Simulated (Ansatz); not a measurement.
BiTe at a changed volume — field gradients at the nuclei

The cell is an entry of the Crystallography Open Database (COD), relaxed with PBE at fixed cell and then changed (volume scaled by 1.02, ions relaxed).

Space group P-3m1 (No. 164); a = 4.4513, c = 24.2093 Å, γ = 120.00°.

| site | Wyckoff | site symmetry | x | y | z |
| --- | --- | --- | --- | --- | --- |
| Bi1 | 2c | 3m. | 0.0000 | 0.0000 | 0.1254 |
| Bi3 | 2d | 3m. | 0.3333 | 0.6667 | 0.2912 |
| Bi5 | 2d | 3m. | 0.6667 | 0.3333 | 0.4653 |
| Te7 | 2d | 3m. | 0.3333 | 0.6667 | 0.0550 |
| Te9 | 2d | 3m. | 0.6667 | 0.3333 | 0.2088 |
| Te11 | 2c | 3m. | 0.0000 | 0.0000 | 0.3624 |

One atom of each set is listed.

All values are calculated (Ansatz; DFT, PBE, plane waves and PAW, scalar-relativistic, 420 eV cutoff, Γ-centred 11×11×2 k-points, Fermi–Dirac smearing 0.05 eV), not measured.

C_Q = eQV_zz/h, which is 24.18 MHz for Q = 1 b and V_zz = 10²¹ V/m²; η = (V_xx − V_yy)/V_zz.

209Bi: I = 9/2, Q = -516.0 mb. Q values from Pyykkö, Mol. Phys. 116, 1328 (2018).

Task: Give the quadrupolar parameters of the distinct sites.

Result: 

| site | atoms | first shell | V_zz (10²¹ V/m²) | η | C_Q (MHz) |
| --- | --- | --- | --- | --- | --- |
| Bi1 | 2 | 6 Te at 3.08–3.27 Å | 0.23 | 0.00 | -2.90 |
| Bi3 | 2 | 6 Te at 3.09–3.25 Å | 2.04 | 0.00 | -25.5 |
| Bi5 | 2 | 3 Bi at 3.07 Å, 3 Te at 3.58 Å | 5.62 | 0.00 | -70.1 |
| Te7 | 2 | 3 Bi at 3.08 Å, 3 Te at 3.70 Å | -2.55 | 0.00 | – |
| Te9 | 2 | 6 Bi at 3.25–3.27 Å | 7.53 | 0.00 | – |
| Te11 | 2 | 6 Bi at 3.09–3.58 Å | -0.42 | 0.00 | – |

An axis of threefold or higher order runs through Bi1, Bi3, Bi5, Te7, Te9 and Te11, so V_zz lies along it and η is zero.

Te has no stable isotope with a ground-state quadrupole moment in the table, so no C_Q is given.

Spin–orbit coupling is left out, which shifts gradients on Bi by a few per cent in wide-gap crystals, and can shift them far more where the calculated gap is small or absent, as here. With a gap of 0.12 eV under a smearing of 0.05 eV the band edges are partly filled, so small gradients can hang on the smearing and the k-mesh.
